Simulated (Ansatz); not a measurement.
A relaxed structure of CoSi. Space group P2₁3 (No. 198), AFLOW prototype AB_cP8_198_a_a (B20, as in FeSi). Calculation: r2SCAN (plane waves to 500 eV, PAW, scalar-relativistic; Ansatz, a first-principles code).

Space group P2₁3 (No. 198); a = 4.383 Å, b = 4.383 Å, c = 4.383 Å, α = 90.00°, β = 90.00°, γ = 90.00°

| atom | site | symmetry | x | y | z |
|---|---|---|---|---|---|
| Co | 4a | .3. | 0.8543 | 0.8543 | 0.8543 |
| Si | 4a | .3. | 0.1564 | 0.1564 | 0.1564 |

Task: Estimate the magnetic moment that r2SCAN returns for this input.

Result: Zero (the starting moments vanished).

No spin polarisation in the result: the starting moments vanished. A magnetic state may lie lower.

The run could not lose the symmetry of its start.

The first start was generated by placing the elements on the sites of a structure type. A measured structure of CoSi has the same space group, P2₁3 (No. 198); the sites were not compared with it.
